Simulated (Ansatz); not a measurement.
# Ti₅W (P4/mmm)

Theory: Ansatz 0.2.0, DFT PBE, scalar-relativistic, plane waves, PAW.

Settings: cutoff 420 eV, Γ-centred mesh 14×14×4 on the computed 6-atom cell, Gaussian smearing of 0.10 eV; no spin polarisation.

The structure is relaxed at this level of theory with its symmetry kept, and needn't be the ground state of this composition.

Space group P4/mmm (No. 123). a = 2.742 Å, b = 2.742 Å, c = 13.529 Å, α = 90.00°, β = 90.00°, γ = 90.00°
| atom | site | symmetry | x | y | z |
| --- | --- | --- | --- | --- | --- |
| Ti | 2g | 4mm | 0.0000 | 0.0000 | 0.6647 |
| Ti | 2h | 4mm | 0.5000 | 0.5000 | 0.8320 |
| Ti | 1d | 4/mmm | 0.5000 | 0.5000 | 0.5000 |
| W | 1a | 4/mmm | 0.0000 | 0.0000 | 0.0000 |

Task: Formation energy from the elements' standard states (uncorrected)?

Result: +0.122 eV/atom.

Task: Kohn–Sham band gap?

Result: none (metal).

Task: Density of states at the Fermi level?

Result: 11.5 states/eV per cell.

Task: Orbital (Löwdin) character within 0.5 eV of the Fermi level?

Result: Ti 3d 80 %, W 5d 8 %, unprojected 7 %.

Task: Bader charge by site (e)?

Result: Ti (2 in the cell) -0.01, Ti (2 in the cell) 0.48, Ti (1 in the cell) -0.01, W (1 in the cell) -0.94.

Spin-orbit coupling is left out, which matters for the bands of heavy elements. Spin polarisation was left out, and a magnetic state may lie lower.

Another cell of Ti5W relaxed alike, in Cmmm, lies 49 meV/atom lower, so this cell isn't the stable form at this level.

The cell was found from a structure generator's guess, not taken from experiment. Löwdin shares on free-atom orbitals overweight diffuse shells.
